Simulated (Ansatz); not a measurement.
NaWO3:
```
CELL_PARAMETERS angstrom
      3.87566     0.00000     0.00000
      0.00000     3.87566     0.00000
      0.00000     0.00000     3.87566
ATOMIC_POSITIONS crystal
  Na 0.00000 0.00000 0.00000
  W  0.50000 0.50000 0.50000
  O  0.50000 0.50000 0.00000
  O  0.00000 0.50000 0.50000
  O  0.50000 0.00000 0.50000
```

Relaxed with r²SCAN.

Task: Map the electron localisation function on the plane through (0.000, 0.000, 0.000) spanned by u = [1, 0, 0] and v = [0, 1, 1] in lattice vectors, from plane-wave PAW r²SCAN (Ansatz code).

Result: x is the fraction of u, y of v (the angle between them is 90°; rows are the nearest grid lines); atoms in the plane: Na at (0.00, 0.00), W at (0.50, 0.50), O at (0.00, 0.50).
```
|.-*#=          =#*-.|
|-=##-          -##=-|
|*##*.          .*##*|
|=-.              .-=|
|                    |
|         ..         |
|...   ........   ...|
|++=:............:=++|
|%%#=:..:----:..:=#%%|
|@@@%=.=%@%%@%=.=%@@@|
|#%@@+:+%#++#%+:+@@%#|
|-+@@+:*%+  +%*:+@@+-|
|-+@@+:*%+  +%*:+@@+-|
|#%@@+:+%#++#%+:+@@%#|
|@@@%=.=%@%%@%=.=%@@@|
|%%#=:..:----:..:=#%%|
|++=:............:=++|
|...   ........   ...|
|         ..         |
|                    |
|=-.              .-=|
|*##*.          .*##*|
|-=##-          -##=-|
|.-*#=          =#*-.|
```
Scale: ten equal steps from 0.006 (start of ' ') to 0.819 (end of '@'), in the order ' .:-=+*#%@'; x runs from 0.000 to 1.00, y from 0.000 (bottom) to 1.00 (top).

The density is the valence pseudo-density with augmentation charge, so density and ELF within about 1 Å of a nucleus are not all-electron values.

Space group Pm-3m (cubic perovskite). The workflow started from an entry of the Crystallography Open Database (COD). Whether it is the stable phase at ambient conditions was not checked. Symmetry was held in the r²SCAN relaxation; of distortions, only those at the zone centre were tested. No spin polarisation was allowed. No Hubbard U is applied. Spin–orbit coupling is left out wherever it is not named.

Potentials: the later of the program's two PAW sets.
